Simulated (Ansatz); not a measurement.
Mg₂Sc₃TiS₈: Quadrupolar parameters

The cell is a computed structure from the Materials Project (it need not be an observed phase), taken as it stands.

```
Mg Sc Ti S
1.0
     3.76971    2.17645    6.06629
    -3.76971    2.17645    6.06629
     0.00000   -4.35289    6.06629
Mg Sc Ti S
2 3 1 8
Direct
  0.12465 0.12465 0.12465
  0.87535 0.87535 0.87535
  0.00000 0.50000 0.50000
  0.50000 0.00000 0.50000
  0.50000 0.50000 0.00000
  0.50000 0.50000 0.50000
  0.72525 0.26318 0.26318
  0.73682 0.27475 0.73682
  0.74183 0.74183 0.74183
  0.73682 0.73682 0.27475
  0.25817 0.25817 0.25817
  0.26318 0.26318 0.72525
  0.27475 0.73682 0.73682
  0.26318 0.72525 0.26318
```

Atoms are numbered from 1 in the order listed; like atoms form one site, named after its first atom.

All values are calculated (Ansatz; DFT, r2SCAN, plane waves and PAW, scalar-relativistic, collinear spin, 500 eV cutoff, Γ-centred 6×6×6 k-points, Fermi–Dirac smearing 0.05 eV), not measured. Start moments as typed (μB): 1 on each Ti, none on the rest.

C_Q = eQV_zz/h, which is 24.18 MHz for Q = 1 b and V_zz = 10²¹ V/m²; η = (V_xx − V_yy)/V_zz. Directions are in the Cartesian axes of the cell vectors above, for the atom listed; none is given where the gradient is under 0.02 or η is above 0.95.

| site | first atom | first shell | V_zz (10²¹ V/m²) | η | direction of V_zz (x, y, z) |
| --- | --- | --- | --- | --- | --- |
| Mg | 1 | 4 S at 2.43–2.46 Å | 0.19 | 0.00 | 0.00 0.00 1.00 |
| Sc | 3 | 6 S at 2.57–2.60 Å | -0.49 | 0.62 | 0.78 0.45 -0.43 |
| Ti | 6 | 6 S at 2.51 Å | -6.75 | 0.00 | 0.00 0.00 1.00 |
| S7 | 7 | 1 Mg at 2.46 Å, 1 Ti at 2.51 Å, 2 Sc at 2.60 Å | 1.63 | 0.21 | 0.83 0.48 -0.30 |
| S9 | 9 | 1 Mg at 2.43 Å, 3 Sc at 2.57 Å | 1.25 | 0.00 | 0.00 0.00 1.00 |

An axis of threefold or higher order runs through Mg, Ti and S9, so V_zz lies along it and η is zero.

The program didn't check the stability of this electronic state in full, so a lower one may lie near. With a gap of 0.18 eV under a smearing of 0.05 eV the band edges are partly filled, so small gradients can hang on the smearing and the k-mesh. All moments are parallel here, as the start or the cell imposes; many such compounds order antiparallel, where fields and spin densities carried over to other atoms largely cancel. The magnetic order is the one that the run reached from its start moments, not necessarily the measured one.

The run took 5.9 min of wall time (6 min of CPU time) and 2.2 GiB at its peak, on 1 thread of Arm Neoverse V2 (aarch64; 8 cores open to the job, memory cap 3.0 GiB, no GPU), a shared host with a load of 0.2 a core.
